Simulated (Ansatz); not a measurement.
TaGe in space group P-6m2 (No. 187; Ta on 1a, Ge on 1f) at seven volumes, the program Ansatz at the PBE level (PAW), shape and atoms relaxed at each. One row is withheld.

```csv
V (Å³/atom),P (GPa)
15.538,19.10
16.050,11.69
16.562,5.34
17.074,0.00
17.587,-4.58
18.099,-8.39
18.611,?
```

Problem. Fit the shown pressures and predict the withheld one.

Solution. P = (3/2)B₀(x^(7/2) − x^(5/2))[1 + (3/4)(B′ − 4)(x − 1)] with x = (V₀/V)^(2/3). Least squares on the six rows gives V₀ = 17.074 Å³/atom, B₀ = 164 GPa, B′ = 4.46. At V = 18.611, x = 0.9442 and P = -11.67 GPa. The run itself gave -11.71 GPa.

The cell is a constructed one: a structure type filled with these elements; neither database checked (COD, Materials Project) lists it. Its standing as an ambient phase is unchecked. Symmetry was held in the PBE relaxation; its stability against distortions is not shown here. The run is not spin-polarised. Scalar-relativistic: spin–orbit coupling is off unless named, which matters more the heavier the elements.

Potentials: the later of the program's two PAW sets.
